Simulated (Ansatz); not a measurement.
According to PBE (plane waves, PAW; program Ansatz), CuI in the CsCl type structure (Pm-3m) relaxes to a = 3.650 Å. Cu has 8 nearest neighbours from 3.16 Å (cubic). Its formation energy from the elements is 0.57 eV/atom, with no fitted shifts.

Electronic character: metallic (no gap). Gap from PBE with spin–orbit coupling: none (metallic). The magnetic state found is non-magnetic (starting moments vanished).

The bulk modulus is 36.0 GPa.

The start of the workflow was typed in or built on a structure type; neither database checked (COD, Materials Project) lists it. It is not the phase usual at ambient conditions (space group No. 216). The PBE relaxation kept the symmetry of its start; its stability against distortions is not shown here. The workflow began spin-polarised and lost its moments. Its formation energy is positive at this level, so the cell may be metastable or incomplete. The references are the lowest solids computed at this level, not always the standard phases. Spin–orbit coupling is left out wherever it is not named.

Potentials: the earlier of the program's two PAW sets.
